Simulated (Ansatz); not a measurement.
SrSi₂Pd₂:
```
CELL_PARAMETERS angstrom
     -2.15306     2.15306     4.99023
      2.15306    -2.15306     4.99023
      2.15306     2.15306    -4.99023
ATOMIC_POSITIONS crystal
  Sr 0.00000 0.00000 0.00000
  Si 0.37328 0.37328 0.00000
  Si 0.62672 0.62672 0.00000
  Pd 0.25000 0.75000 0.50000
  Pd 0.75000 0.25000 0.50000
```

Relaxed with r²SCAN. Special points in fractions of this cell's reciprocal vectors: Γ (0.000, 0.000, 0.000); X (0.000, 0.000, 0.500); P (0.250, 0.250, 0.250); N (0.000, 0.500, 0.000); M (0.500, 0.500, -0.500); S (0.297, 0.703, -0.297); S0 (-0.297, 0.297, 0.297); R (-0.093, 0.093, 0.500); G (0.500, 0.500, -0.093).

Question: List the band energies nearest the Fermi level at these points for plane-wave PAW r²SCAN (Ansatz code).

Answer: In eV from the Fermi level; about four levels below and three above (degenerate sets whole), none deeper than 8.9 eV; points with the same levels are listed once.

| k | below | above |
|---|---|---|
| Γ | -2.09 -1.68 -0.90 -0.90 | 1.07 1.81 1.81 |
| X | -1.43 -0.96 -0.71 -0.45 | 3.32 5.02 5.40 |
| P | -1.17 -1.17 -0.65 -0.65 | 2.94 5.54 6.27 6.27 |
| N | -3.55 -3.52 -2.71 -1.43 | 0.22 1.85 2.69 2.69 |
| M | -2.65 -1.68 -0.98 -0.98 | 1.26 1.60 3.83 |
| S | -3.50 -3.40 -3.26 -3.18 | 0.13 0.29 0.66 |
| R | -1.17 -0.95 -0.31 -0.08 | 3.37 4.98 5.71 |

Space group I4/mmm. The first step of the workflow began from a Materials Project structure, measured or hypothetical; the Crystallography Open Database files this formula in space group No. 139, but the cells were not matched. Whether it is the stable phase at ambient conditions was not checked. Symmetry was held in the r²SCAN relaxation; whether a distortion lowers the energy is not shown. The run is not spin-polarised. Spin–orbit coupling is left out wherever it is not named.

Potentials: the later of the program's two PAW sets.
